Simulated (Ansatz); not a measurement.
Convergence test, Sc

Method: DFT r2SCAN, scalar-relativistic, plane waves, PAW in Ansatz.

```
Sc
1.0
    -1.91721    1.91721    1.71760
     1.91721   -1.91721    1.71760
     1.91721    1.91721   -1.71760
Sc
1
Cartesian
  0.0000 0.0000 0.0000
```

- plane-wave cutoff: 500 eV
- occupation rule: Gaussian smearing, 0.1 eV
- spin treatment: unpolarised

The atoms stay fixed while the half-step-shifted k-point mesh is varied. ΔE is the energy extrapolated to zero smearing, less that of the reference run (16×16×16 Γ-centred mesh, Gaussian smearing 0.1 eV). The cell isn't necessarily relaxed at this level. Pressure is positive in compression.

```tsv
shifted mesh	ΔE (meV/atom)	P (GPa)	irreducible points
10×10×10	?	?	?
12×12×12	0.73	-0.33	159
14×14×14	0.45	-0.31	240
```

Fill in the withheld rows.

The withheld rows:

```tsv
shifted mesh	ΔE (meV/atom)	P (GPa)	irreducible points
10×10×10	0.06	-0.39	99
```

This form isn't the element's structure at ambient conditions.